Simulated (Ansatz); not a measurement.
Si$_{3}$Bi$_{4}$O$_{12}$:
Space group I-43d (No. 220); a = b = c = 10.311 Å, α = β = γ = 90.00°

```
atom  site  symmetry       x       y       z
----  ----  --------  ------  ------  ------
Si     12a      -4..  0.0000  0.2500  0.3750
Bi     16c       .3.  0.0838  0.0838  0.0838
O      48e         1  0.0596  0.1322  0.2879
```
(The calculation used a cell of 38 atoms; values per cell refer to that cell.)

Relaxed with r²SCAN. DFT-r²SCAN in the program Ansatz with PAW potentials gives a gap of 4.57 eV.

Q: What gap does HSE06 give on the same cell (Ansatz, PAW)?

A: 5.33 eV, 0.76 eV more. The hybrid was solved on a coarser mesh and at special points; the gap given is the minimum over both.

```
k  v1 r²SCAN  c1 r²SCAN    v1 HSE06    c1 HSE06
-  ---------  ---------  ----------  ----------
Γ      -0.20       4.68       -0.22        5.44
H       0.00       4.75  (withheld)  (withheld)
P      -0.44       4.93  (withheld)  (withheld)
N      -0.23       4.73  (withheld)  (withheld)
```

Q: Top valence (v1) and lowest conduction level (c1) in eV from each method's valence maximum (which need not be a listed point): supply the withheld HSE06 values.

A: 
- P, v1 HSE06: -0.49
- P, c1 HSE06: 5.71
- N, v1 HSE06: -0.27
- N, c1 HSE06: 5.49
- H, v1 HSE06: 0.00
- H, c1 HSE06: 5.52

Cost on shared cores: the r²SCAN run (SCF on a 4×4×4 mesh, then bands and DOS) roughly 50 core-minutes, the HSE06 run (SCF on 3×3×3, then a few points) around 60 core-minutes (rough); the tasks are unlike.

The first step of the workflow began from a Materials Project structure, measured or hypothetical; the Crystallography Open Database files this formula in space group No. 220, but the cells were not matched. Whether it is the stable phase at ambient conditions was not checked. The r²SCAN relaxation kept the symmetry of its start; its stability against distortions is not shown here. Spin–orbit coupling is left out wherever it is not named.

Potentials: the later of the program's two PAW sets.
